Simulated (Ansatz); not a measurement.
Li:
```
CELL_PARAMETERS angstrom
      0.00000     2.18829     2.18829
      2.18829     0.00000     2.18829
      2.18829     2.18829     0.00000
ATOMIC_POSITIONS crystal
  Li 0.00000 0.00000 0.00000
```

Relaxed with r²SCAN. Special points in fractions of this cell's reciprocal vectors: Γ (0.000, 0.000, 0.000); X (0.500, 0.000, 0.500); U (0.625, 0.250, 0.625); K (0.375, 0.375, 0.750); L (0.500, 0.500, 0.500); W (0.500, 0.250, 0.750).

**Question.** List the band energies nearest the Fermi level at these points for plane-wave PAW r²SCAN (Ansatz code).

**Answer.** In eV from the Fermi level; about four levels below and three above (degenerate sets whole), none deeper than 8.9 eV; … stands for higher levels left out; points with the same levels are listed once.

| k | below | above |
|---|---|---|
| Γ | -3.85 | … |
| X | – | 1.70 … |
| U | – | 2.74 … |
| L | – | 0.04 … |
| W | – | … |

Space group Fm-3m (fcc (Cu type)). The first step of the workflow began from a Materials Project structure, measured or hypothetical; the Crystallography Open Database files this formula in space group No. 225, but the cells were not matched. It is not the phase usual at ambient conditions (space group No. 229). Symmetry was held in the r²SCAN relaxation; whether a distortion lowers the energy is not shown.

Potentials: the later of the program's two PAW sets.
